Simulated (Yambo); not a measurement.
G0W0@PBEsol for SrCl$_{2}$ (fluorite, space group Fm-3m, No. 225) in Yambo. Reference settings: 4×4×4 Γ-centred k mesh, 152 bands and a 8 Ry block in the screening, 152 bands in G with the Bruneval-Gonze terminator, plasmon pole fitted at 27.2 eV. The PBEsol gap X → Γ on this mesh is 5.26 eV; G0W0 gaps are taken between the same points.

The settings were changed. The gap went from 7.70 eV to 7.68 eV, and the shift of the valence edge from -1.81 eV to -1.35 eV.

Problem. Name the change that produced these shifts.
A) 54 bands in W, 54 bands in G, 2 Ry block
B) 32 bands in W, 32 bands in G, 5 Ry block
C) 2×2×2 mesh
D) 54 bands in W, 54 bands in G, 3 Ry block

Solution. B, 32 bands in W, 32 bands in G, 5 Ry block. The others gave (gap, valence shift): 2×2×2 mesh: 7.65, -1.73 eV; 54 bands in W, 54 bands in G, 2 Ry block: 7.44, -1.42 eV; 54 bands in W, 54 bands in G, 3 Ry block: 7.48, -1.43 eV.

Geometry relaxed with PBEsol; primitive cell a = 4.8833 Å, b = 4.8833 Å, c = 4.8833 Å, α = 60.00°, β = 60.00°, γ = 60.00°.

A shift is the quasiparticle energy of the state minus its PBEsol energy.
